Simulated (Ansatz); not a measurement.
Input and command of a plane-wave DFT calculation in Ansatz:

```yaml
crystal:
  lattice:
    - [3.6656528721, 0.0, 0.0]
    - [0.0, 3.8573466781, 0.0]
    - [0.0, 0.0, 6.4561877307]
  atoms:
    - { symbol: Ta, position: [0.4827113131, 0.0, 0.5062124185] }
    - { symbol: Ta, position: [0.0, 0.0, 0.0] }
    - { symbol: O, position: [0.5, 0.5, 0.5] }
    - { symbol: O, position: [0.0, 0.0, 0.6796671575] }
    - { symbol: O, position: [0.0, 0.5, 0.0] }
    - { symbol: O, position: [0.5, 0.0, 0.0] }
    - { symbol: O, position: [0.0, 0.0, 0.3203328425] }
basis:
  ecutwfc: 500
kpoints:
  mp_grid: { grid: [8, 8, 4] }
hamiltonian:
  xc: r2scan
scf:
  occupations: { method: gaussian, width: 0.05 }
output:
  forces: true
  stress: true
  eigenvalues: true
```

```bash
ansatz run input.yaml --threads 2 --pin off --max-ram 5120MiB --backend cpu --events-out ev --progress --plain --runs-dir out
```

Processor: Intel(R) Xeon(R) Platinum 8488C (Sapphire Rapids), 2 threads, on a host shared with other jobs.

Estimate time, memory and problem size.

About 16 s on 2 threads of Intel(R) Xeon(R) Platinum 8488C (Sapphire Rapids) (shared host), peak memory 0.69 GiB. It solves 35 bands at 90 k points (the mesh reduced by symmetry) with about 2333 plane waves, in 9 SCF iterations.
